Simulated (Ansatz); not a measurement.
Frames from the relaxation of a generated cell, SiO2 built in the tetragonal-ZrO2 structure type, as extended XYZ (Å, eV, eV/Å, GPa with compression positive). Level of theory: PBEsol (plane waves to 420 eV, PAW, scalar-relativistic; Ansatz, an electronic-structure program). Γ-centred k-mesh 7×7×5 on the run's cell (coarser than for final values), Fermi–Dirac smearing 0.05 eV.

```xyz
6
Lattice="3.1924 0.0000 0.0000 0.0000 3.1924 0.0000 0.0000 0.0000 4.5936" Properties=species:S:1:pos:R:3:forces:R:3 pbc="T T T" step=1 free_energy=-3487.906 pressure=-2.3 accepted=T
Si     0.0000     0.0000     0.0000    0.0000    0.0000    0.0000
Si     1.5962     1.5962     2.2968    0.0000    0.0000    0.0000
O      0.0000     1.5962     0.9339    0.0000    0.0000   -2.3442
O      0.0000     1.5962     3.2307    0.0000    0.0000   -2.3442
O      1.5962     0.0000     1.3629    0.0000    0.0000    2.3442
O      1.5962     0.0000     3.6597    0.0000    0.0000    2.3442
6
Lattice="3.0172 0.0000 0.0000 0.0000 3.0172 0.0000 0.0000 0.0000 5.5669" Properties=species:S:1:pos:R:3:forces:R:3 pbc="T T T" step=9 free_energy=-3491.075 pressure=5.1 accepted=T
Si     0.0000     0.0000     0.0000    0.0000    0.0000    0.0000
Si     1.5086     1.5086     2.7835    0.0000    0.0000    0.0000
O      0.0000     1.5086     0.7107    0.0000    0.0000   -0.0125
O      0.0000     1.5086     3.4941    0.0000    0.0000   -0.0125
O      1.5086     0.0000     2.0728    0.0000    0.0000    0.0125
O      1.5086     0.0000     4.8562    0.0000    0.0000    0.0125
6
Lattice="2.9188 0.0000 0.0000 0.0000 2.9188 0.0000 0.0000 0.0000 6.5705" Properties=species:S:1:pos:R:3:forces:R:3 pbc="T T T" step=16 free_energy=-3491.586 pressure=2.6 accepted=T
Si     0.0000     0.0000     0.0000    0.0000    0.0000    0.0000
Si     1.4594     1.4594     3.2853    0.0000    0.0000    0.0000
O      0.0000     1.4594     0.7750    0.0000    0.0000   -0.0045
O      0.0000     1.4594     4.0603    0.0000    0.0000   -0.0045
O      1.4594     0.0000     2.5103    0.0000    0.0000    0.0045
O      1.4594     0.0000     5.7955    0.0000    0.0000    0.0045
```

The path has 33 moves and ends in P4₂/nmc (No. 137), 0.67 eV/atom below its start. Free energies are of the whole cell and compare only within this code, potentials and settings.  No spin polarisation in the result. Without a van der Waals term the distances between weakly bound units are poorly fixed.

The run could not lose the symmetry of its start, so the end can be a saddle point.

The end of the path is a generated cell of SiO2: the first start was made by placing the elements on the sites of a structure type, and the end was not matched to a known phase here, so it may be hypothetical. Known forms of SiO2 include space group No. 92, 136, 152, 154.
